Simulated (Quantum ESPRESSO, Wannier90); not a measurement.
# MgTe (wurtzite), plane waves to Wannier functions

```
MgTe
1.0
    4.59020     0.00000     0.00000
   -2.29510     3.97523     0.00000
    0.00000     0.00000     7.43781
Mg Te
2 2
Cartesian
  2.29510  -1.32508  -0.02983
 -2.29510   1.32508   3.68908
  2.29510  -1.32508   2.78182
 -2.29510   1.32508  -0.93709
```

Cell from Materials Project (mp-1039), symmetrised, no further relaxation. COD (Crystallography Open Database) has an entry of this formula and space group (matched by these alone). Method: PBEsol plane waves in Quantum ESPRESSO 7.5 (PseudoDojo norm-conserving files, 68 Ry, no spin polarisation, no spin-orbit coupling), Bloch states on a 6×6×4 mesh through Γ, Wannier90 4.0.1. Density: 12×12×4 mesh, cold smearing 0.01 Ry. Spin-orbit coupling is left out although heavy elements are present.

Functional, cutoff and mesh named above are those of the base row (PBEsol); the first column says what each row takes instead. Model: 8 functions from bands 19-26, start SCDM (isolated) (the valence bands). Energies are relative to the valence-band maximum; the misfit is to pw.x on a path, for all bands of the set. The functional changes, each with its own PseudoDojo files and their cutoffs, on the same cell. Ω_total can sit in another minimum from row to row; Ω_I of an isolated set cannot.

```csv
functional,Ω_I (Å²),Ω_total (Å²),rms misfit (meV),gap (eV),bottom of band 19 (eV)
LDA,14.91,16.89,3.7,2.17,-10.32
PBE,14.65,16.63,3.2,2.41,-10.23
PBEsol,14.82,16.82,3.5,2.29,-10.27
```
